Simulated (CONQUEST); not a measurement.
A self-consistent single point of a model cell of SnSe2 (I4_1/amd, 12 atoms in the cell; prototype structure) with CONQUEST.

Level of theory: PBEsol, numerical atomic orbitals double-zeta with polarisation (the shipped basis), PseudoDojo norm-conserving potentials made for PBEsol (CONQUEST 1.3).

```xyz
12
Lattice="5.1485 0.0000 0.0000 0.0000 5.1485 0.0000 0.0000 0.0000 12.9414" Properties=species:S:1:pos:R:3 pbc="T T T"
Sn     2.5743     2.5743     0.0000
Sn     2.5743     0.0000     3.2354
Sn     0.0000     0.0000     6.4707
Sn     0.0000     2.5743     9.7061
Se     0.0000     0.0000     3.7776
Se     2.5743     0.0000     0.5422
Se     2.5743     0.0000     5.9285
Se     2.5743     2.5743     2.6931
Se     2.5743     2.5743    10.2483
Se     0.0000     2.5743     7.0129
Se     0.0000     2.5743    12.3992
Se     0.0000     0.0000     9.1638
```

Reference input (self-consistent single point, DFT, PBEsol, numerical atomic orbitals double-zeta with polarisation (the shipped basis), PseudoDojo norm-conserving potentials made for PBEsol): basis = DZP; Diag.MPMeshX, Y, Z = 3 3 1; potentials = PseudoDojo norm-conserving PBEsol; Grid.GridCutoff = 140 Ha; DM.SolutionMethod = diagon; Diag.MPShiftX = 0.16666667; Diag.MPShiftY = 0.16666667; Diag.MPShiftZ = 0.50000000; Diag.kT = 0.003675 Ha; minE.SCTolerance = 1.0e-06; SC.MaxIters = 100; SC.LinearMixingFactor = 0.5. This run's input differs from it in these lines:

```diff
@@ -18,7 +18,7 @@
 Diag.MPMesh                    T
-Diag.MPMeshX                   3
-Diag.MPMeshY                   3
+Diag.MPMeshX                   1
+Diag.MPMeshY                   1
 Diag.MPMeshZ                   1
-Diag.MPShiftX                  0.16666667
-Diag.MPShiftY                  0.16666667
+Diag.MPShiftX                  0.50000000
+Diag.MPShiftY                  0.50000000
 Diag.MPShiftZ                  0.50000000
```

Output, abridged:

```
    new_SC_potl: Starting.  Tolerance:  0.10000E-05

    PulayMixSC: Starting Pulay mixing, A_up =  0.500 A_dn =  0.500
    PulayMixSC: Spin non-polarised calculation.
    PulayMixSC: with Kerker preconditioning, q0 =  0.500
          Harris-Foulkes Energy            :     -1283.061596353385994 Ha
          (TS=0 as O(N) or entropic contribution is negligible)
          DFT Total Energy                 :     -1282.683115953514289 Ha
          Total number of electrons        :       183.999999999995794
    PulayMixSC: Pulay iteration     1 residual:              0.11289E-02
   [... lines left out ...]
          Total number of electrons        :       184.000192248790512
    PulayMixSC: Pulay iteration    20 residual:              0.14847E-05
          Harris-Foulkes Energy            :     -1282.861740570316670 Ha
          GroundState Energy (E-(1/2)TS)   :     -1282.861762277745129 Ha
          Free Energy (E-TS)               :     -1282.861783985173361 Ha
          DFT Total Energy                 :     -1282.861740894831655 Ha
          Total number of electrons        :       184.000166625280542
    PulayMixSC: Pulay iteration    21 residual:              0.97008E-06
    PulayMixSC: Reached SCF tolerance of  0.97008E-06 after     21 iterations
      | Number of electrons      =       184.000167
      |* band energy as 2Tr[K.H] =      -219.428168666411665 Ha
      |  screened ion-ion energy =      -974.062289127210875 Ha
      |  Ha correction           =         4.019597296857452 Ha
      |  XC correction           =       -93.391025031638350 Ha
      | GS Energy as E-(1/2)TS   =     -1282.861762277745129 Ha
      | Free Energy as E-TS      =     -1282.861783985173361 Ha
      |* Harris-Foulkes energy   =     -1282.861740570316670 Ha
      |* DFT total energy        =     -1282.861740894831655 Ha
      |  estimated accuracy      =         0.000000324514986 Ha

    force: Forces on atoms (Ha/a0)
    force:  Atom   X              Y              Z
   [... lines left out ...]
    force:    12  -0.0000000000  -0.0000000000  -0.0312590035

    force: Maximum force :        0.03125900(Ha/a0) on atom        12 in z direction
    force: Force Residual:        0.02552287 Ha/a0
    force: Total stress:         -3.44354942    -3.44354942    -6.90091229 GPa
    force: Average pressure:      4.59600371 GPa

    force: Finished force
    get_E_and_F: Change in energy during last step of electronic optimisation:  0.28459E-07
```

The run converged in 21 iterations. CONQUEST prints the stress tensor with tension positive. Against the reference run the free energy rises by 832 meV/atom, the pressure goes from 5.27 to 4.60 GPa and the largest force goes from 0.243 to 1.607 eV/Å.

The cell was set up from a structure prototype or typed lattice constants and was not relaxed beforehand at this level. The program uses no crystal symmetry, so grid and mesh can part values that symmetry would make equal. The atom-centred basis is finite, which shifts total energies, pressures and forces against plane waves. This run is one point of a test of settings, so its values need not be converged; read them against the reference run alone. With one or two k-points the zone of this small cell is coarsely sampled: energies, forces and stress carry that error and can break the symmetry, so a converged loop does not mean converged values.

Cost on one core: about 3.0 core-minutes (a rough figure).
